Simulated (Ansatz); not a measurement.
Frozen-phonon scan for InP (zinc blende)

InP (zinc blende)

```
CELL_PARAMETERS angstrom
      0.00000     5.95953     5.95953
      2.97977     2.97977     5.95953
      2.97977     2.97977     0.00000
ATOMIC_POSITIONS crystal
  P  0.00000 0.75000 0.75000
  P  0.50000 0.75000 0.75000
  In 0.00000 0.00000 0.00000
  In 0.50000 0.00000 0.00000
```

A phonon eigenvector at X = (0.5, 0.5, 0.0) is frozen into this cell: atom i moves by Q times the vector below, so Q is the largest atomic displacement, in Å. The cell is held. It is one choice among 2 degenerate patterns. (q is in reciprocal vectors of the primitive cell; the cell shown is doubled to hold the pattern.)

```tsv
atom	x	y	z
P1	-0.727	0.000	0.000
P2	0.727	0.000	0.000
In3	0.000	-1.000	0.000
In4	0.000	1.000	0.000
```

The numbers are results of PBE (plane waves to 420 eV, PAW, scalar-relativistic; Ansatz, a program for electronic structure), not measurements. k mesh 10×10×10 (Γ-centred), Fermi-Dirac smearing 0.05 eV. E stands for the smeared free energy. Compression counts positive. InP was relaxed with its symmetry unable to fall. The zero of ΔE is the undisplaced structure.

```json
[
 {"Q (Å)": "-0.100", "ΔE (meV/cell)": "21.2", "P (GPa)": "-0.09", "−dE/dQ from forces (eV/Å)": "0.423"},
 {"Q (Å)": "-0.083", "ΔE (meV/cell)": "14.7", "P (GPa)": "-0.07", "−dE/dQ from forces (eV/Å)": "0.353"},
 {"Q (Å)": "-0.067", "ΔE (meV/cell)": "9.4", "P (GPa)": "-0.04", "−dE/dQ from forces (eV/Å)": "0.282"},
 {"Q (Å)": "-0.050", "ΔE (meV/cell)": "5.3", "P (GPa)": "-0.02", "−dE/dQ from forces (eV/Å)": "0.212"},
 {"Q (Å)": "-0.033", "ΔE (meV/cell)": "2.3", "P (GPa)": "-0.01", "−dE/dQ from forces (eV/Å)": "0.141"},
 {"Q (Å)": "-0.017", "ΔE (meV/cell)": "0.6", "P (GPa)": "0.00", "−dE/dQ from forces (eV/Å)": "0.071"},
 {"Q (Å)": "0.000", "ΔE (meV/cell)": "0.0", "P (GPa)": "0.00", "−dE/dQ from forces (eV/Å)": "0.000"},
 {"Q (Å)": "0.017", "ΔE (meV/cell)": "0.6", "P (GPa)": "0.00", "−dE/dQ from forces (eV/Å)": "-0.071"},
 {"Q (Å)": "0.033", "ΔE (meV/cell)": "2.3", "P (GPa)": "-0.01", "−dE/dQ from forces (eV/Å)": "-0.141"},
 {"Q (Å)": "0.050", "ΔE (meV/cell)": "5.3", "P (GPa)": "-0.02", "−dE/dQ from forces (eV/Å)": "-0.212"},
 {"Q (Å)": "0.067", "ΔE (meV/cell)": "9.4", "P (GPa)": "-0.04", "−dE/dQ from forces (eV/Å)": "-0.282"},
 {"Q (Å)": "0.083", "ΔE (meV/cell)": "14.7", "P (GPa)": "-0.07", "−dE/dQ from forces (eV/Å)": "-0.353"},
 {"Q (Å)": "0.100", "ΔE (meV/cell)": "21.2", "P (GPa)": "-0.09", "−dE/dQ from forces (eV/Å)": "-0.423"}
]
```

Summary:

The energy at Q = 0.100 Å is 21.2 meV/cell. Space group of the distorted cell: C222_1 (No. 20), lowered from F-43m. Symmetry of the curve: even: the same for both signs. Shape of the curve: a single well with its minimum at or next to zero displacement. Harmonic wavenumber from the curvature (finite differences): 66 cm⁻¹. Wavenumber by perturbation theory (DFPT, on another k mesh): 66 cm⁻¹.

The 13 points together took about 12 core-minutes (a rough figure).

(For displaced atoms, the force is minus the slope of the energy, and its curvature is a force constant, which sets phonon frequencies.)
